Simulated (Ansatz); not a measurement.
Field gradients of Si3N4 from run to run

Cell of run 1: an entry of the Crystallography Open Database (COD).

Space group P6_3/m (No. 176); a = 7.6374, c = 2.9220 Å, γ = 120.00°.

| site | Wyckoff | site symmetry | x | y | z |
| --- | --- | --- | --- | --- | --- |
| Si | 6h | m.. | 0.1921 | 0.7662 | 0.2500 |
| N7 | 2c | -6.. | 0.3333 | 0.6667 | 0.2500 |
| N9 | 6h | m.. | 0.3395 | 0.0354 | 0.2500 |

One atom of each set is listed.

Relaxed positions (PBE, cell held):

Si (0.1745, 0.7684, 0.2500)
N7 (0.3333, 0.6667, 0.2500)
N9 (0.3299, 0.0304, 0.2500)

All runs are DFT with Ansatz 0.2.0 (plane waves and PAW, scalar-relativistic unless spin–orbit coupling is named, Γ-centred meshes, Fermi–Dirac smearing where given) in this cell.

Run 1: PBE, gradients read without the response of the cores, atoms as given; 420 eV, 4×4×9 k-points, smearing 0.02 eV.
Run 2: PBE, gradients read without the response of the cores, atoms relaxed; 420 eV, 4×4×9 k-points, smearing 0.02 eV.
Run 3: r2SCAN, gradients read without the response of the cores, at the relaxed atoms; 500 eV, 4×4×9 k-points, smearing 0.02 eV.

```csv
run,Si V_zz (η),N7 V_zz (η),N9 V_zz (η)
1,-3.64 (0.19),-3.13 (0.00),-6.15 (0.22)
2,?,?,?
3,0.88 (0.29),-5.32 (0.00),-5.30 (0.08)
```

V_zz in 10²¹ V/m².

**Question.** Estimate the row of run 2.

**Answer.** Si: 0.88 (0.32); N7: -5.22 (0.00); N9: -5.28 (0.07). It lies nearest to run 3, from whose tensors on these sites it differs by 0.10 at most (largest principal value of the difference, on N7). Taken one at a time, the positions of the atoms (as given or relaxed) move the tensors on these sites by up to 3.05 (largest principal value of the change, on Si), the functional (r2SCAN with its higher cutoff) by 0.10 (N7). On some sites the largest principal value moves to another axis from run to run, and the sign of V_zz can flip with it.

The database positions were far from equilibrium, so the relaxed structure may not be the compound's real one. In run 1 the atoms aren't at the calculated equilibrium (largest force 7.4 eV/Å). The cell isn't the equilibrium one in run 1 (calculated pressure 8 GPa, with larger principal stresses), and the entry's cell may itself be off. Run 1: The database positions are far from the calculated equilibrium, so these values describe the entry as written and may be far from the real compound's.
